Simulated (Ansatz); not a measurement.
A geometry of Pd away from equilibrium: step 2 of the relaxation of a relaxed Pd cell, doubled along one cell vector, shaken by Gaussian noise of σ = 0.08 Å a coordinate. Calculation: PBEsol (plane waves to 420 eV, PAW, scalar-relativistic; Ansatz, a program for electronic structure). Γ-centred k-mesh 15×15×8 on the run's cell (coarser than for final values), Fermi–Dirac smearing 0.05 eV.

```xyz
2
Lattice="-1.5393 1.5497 1.5333 1.5511 -1.5415 1.5369 3.0624 3.0669 -3.0501" Properties=species:S:1:pos:R:3:forces:R:3 pbc="T T T" free_energy=-13813.196 pressure_GPa=1.1
Pd    -0.0261     0.0559     0.0083   -0.1225   -0.1273    0.0684
Pd     1.5674     1.5045    -1.5042    0.1225    0.1273   -0.0684
```

Positions in Å, forces in eV/Å, free energy of the cell in eV (comparable only within this code, potentials and settings). Largest force: 0.19 eV/Å, on Pd1, Pd2 (atoms numbered as listed); the geometry lies 0.06 eV/atom above the end of its relaxation.

No spin polarisation in the result.

The run could not lose the symmetry of its start.

Of the parent cell (Im-3m (No. 229)): it is a generated cell of Pd: the first start was made by placing the elements on the sites of a structure type, and the end was not matched to a known phase here, so it may be hypothetical. Known forms of Pd include space group No. 225.
